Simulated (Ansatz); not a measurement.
## Relaxation path: La (omega type)

DFT, LDA, PAW with Ansatz's default frozen-core files, scalar-relativistic (Ansatz 0.2.0); a Γ-centred 8×8×11 k mesh, Fermi–Dirac smearing of 0.1 eV, no spin polarisation. The run relaxes cell and atoms at a target pressure of 92 GPa.

Command: `ansatz run input.yaml --threads 1 --pin off --max-ram 3584MiB --backend cpu --events-out ev --progress --plain --runs-dir out` It took 18 s on 1 thread of Intel(R) Xeon(R) 6975P-C (Granite Rapids), on a shared host, peak memory 0.39 GiB.

PAW: frozen-core files, cutoff 420 eV; forces are relaxed below 0.005 eV/Å.

Each step lists its enthalpy F + pV a cell above the last geometry, the pressure, the cell vectors (Å), and Cartesian positions (Å) with forces (eV/Å).

The first step:

```
step 1  dH = 116.84 meV  P = 91.0 GPa
  cell 4.5166 0.0000 0.0000  -2.2583 3.9115 0.0000  0.0000 0.0000 2.8003
  La 0.0000 0.0000 0.0000   0.0000 0.0000 0.0000
  La 0.0000 2.6077 1.4002   0.0000 0.0000 0.0000
  La 2.2583 1.3038 1.4002   0.0000 0.0000 0.0000
```

Spin–orbit coupling is left out, which matters for the heavy atoms. The PAW files were made under PBE.

The symmetry of the start is kept and no stability test is made, so the end need not be the stable phase.

Where does the relaxation end, and by which steps?

After 6 geometries, with conventional a, b, c = 4.575, 4.575, 2.714 Å, at 16.398 Å³/atom (-0.56 % against the start) in space group P6/mmm, with a shortest distance of 2.641 Å. The further steps:
```
step 2  dH = 38.71 meV  P = 95.2 GPa
  cell 4.6004 0.0000 0.0000  -2.3002 3.9841 0.0000  0.0000 0.0000 2.6638
  La 0.0000 0.0000 0.0000   0.0000 0.0000 0.0000
  La 0.0000 2.6561 1.3319   0.0000 0.0000 0.0000
  La 2.3002 1.3280 1.3319   0.0000 0.0000 0.0000
step 3  dH = 2.68 meV  P = 89.4 GPa
  cell 4.5834 0.0000 0.0000  -2.2917 3.9694 0.0000  0.0000 0.0000 2.7214
  La 0.0000 0.0000 0.0000   0.0000 0.0000 0.0000
  La 0.0000 2.6463 1.3607   0.0000 0.0000 0.0000
  La 2.2917 1.3231 1.3607   0.0000 0.0000 0.0000
step 4  dH = 0.37 meV  P = 92.8 GPa
  cell 4.5693 0.0000 0.0000  -2.2847 3.9571 0.0000  0.0000 0.0000 2.7155
  La 0.0000 0.0000 0.0000   0.0000 0.0000 0.0000
  La 0.0000 2.6381 1.3577   0.0000 0.0000 0.0000
  La 2.2847 1.3190 1.3577   0.0000 0.0000 0.0000
step 5  dH = 0.00 meV  P = 92.0 GPa
  cell 4.5744 0.0000 0.0000  -2.2872 3.9616 0.0000  0.0000 0.0000 2.7146
  La 0.0000 0.0000 0.0000   0.0000 0.0000 0.0000
  La 0.0000 2.6410 1.3573   0.0000 0.0000 0.0000
  La 2.2872 1.3205 1.3573   0.0000 0.0000 0.0000
step 6  dH = 0.00 meV  P = 92.0 GPa
  cell 4.5746 0.0000 0.0000  -2.2873 3.9617 0.0000  0.0000 0.0000 2.7144
  La 0.0000 0.0000 0.0000   0.0000 0.0000 0.0000
  La 0.0000 2.6411 1.3572   0.0000 0.0000 0.0000
  La 2.2873 1.3206 1.3572   0.0000 0.0000 0.0000
step 7  dH = 0.03 meV  P = 92.0 GPa  (same geometry on a basis chosen anew; earlier energies don't compare to the last digit)
  cell 4.5746 0.0000 0.0000  -2.2873 3.9617 0.0000  0.0000 0.0000 2.7144
  La 0.0000 0.0000 0.0000   0.0000 0.0000 0.0000
  La 0.0000 2.6411 1.3572   0.0000 0.0000 0.0000
  La 2.2873 1.3206 1.3572   0.0000 0.0000 0.0000
```
